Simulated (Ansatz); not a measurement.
# Structures of Si2Mo: which is lowest?

Plane-wave DFT in Ansatz with scalar-relativistic PAW potentials, cutoff 500 eV, Γ-centred meshes chosen by cell and gap, Gaussian smearing with energies taken to zero width. Every cell was relaxed (cell and atoms) in a run of its own, within the symmetry of its start. Functional: r2SCAN.

Relaxed structures (starts from databases or built by putting these elements on another compound's sites):
A. I4/mmm, 3 atoms in the computed cell, a = 3.202 Å, c = 7.819 Å; sites (symmetry × multiplicity) Si 4mm × 4, Mo 4/mmm × 2; start: database
B. P6_222, 9 atoms in the computed cell, a = 4.584 Å, c = 6.577 Å; sites (symmetry × multiplicity) Si ..2 × 6, Mo 222 × 3; start: database

Problem. Rank them by energy. Could pressure change the order?

Solution.
| structure | group | E − E(lowest) (meV/atom) | V (Å³/atom) | gap on mesh (eV) |
| --- | --- | --- | --- | --- |
| A | I4/mmm | 0.0 | 13.36 | 0.00 |
| B | P6_222 | 30 | 13.30 | 0.16 |

A is lowest, 30 meV/atom under B. The two lowest differ in volume by under 3 %, too little for a first-order estimate of what pressure does to that pair (other pairs aren't weighed here); with rigid cells even 3 % in favour of the higher one would need about 12 GPa. Other structures may lie lower than all of these, and vibrations aren't counted.